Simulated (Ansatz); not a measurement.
Si₂Mo (MoSi2 or CaC2 type, space group No. 139) at seven volumes, PBE in the plane-wave PAW code Ansatz, shape and atoms relaxed at each. One row is withheld.

| V (Å³/atom) | P (GPa) |
|---|---|
| 12.357 | 23.70 |
| 12.764 | ? |
| 13.171 | 6.66 |
| 13.579 | 0.00 |
| 13.986 | -5.65 |
| 14.394 | -10.43 |
| 14.801 | -14.47 |

Problem. Fit the shown pressures and predict the withheld one.

Solution. P = (3/2)B₀(x^(7/2) − x^(5/2))[1 + (3/4)(B′ − 4)(x − 1)] with x = (V₀/V)^(2/3). Least squares on the six rows gives V₀ = 13.579 Å³/atom, B₀ = 204 GPa, B′ = 4.46. At V = 12.764, x = 1.0421 and P = 14.50 GPa. The run itself gave 14.48 GPa.

Space group I4/mmm (MoSi2 or CaC2 type). Symmetry was held in the PBE relaxation. No spin polarisation was allowed.

Potentials: the later of the program's two PAW sets.
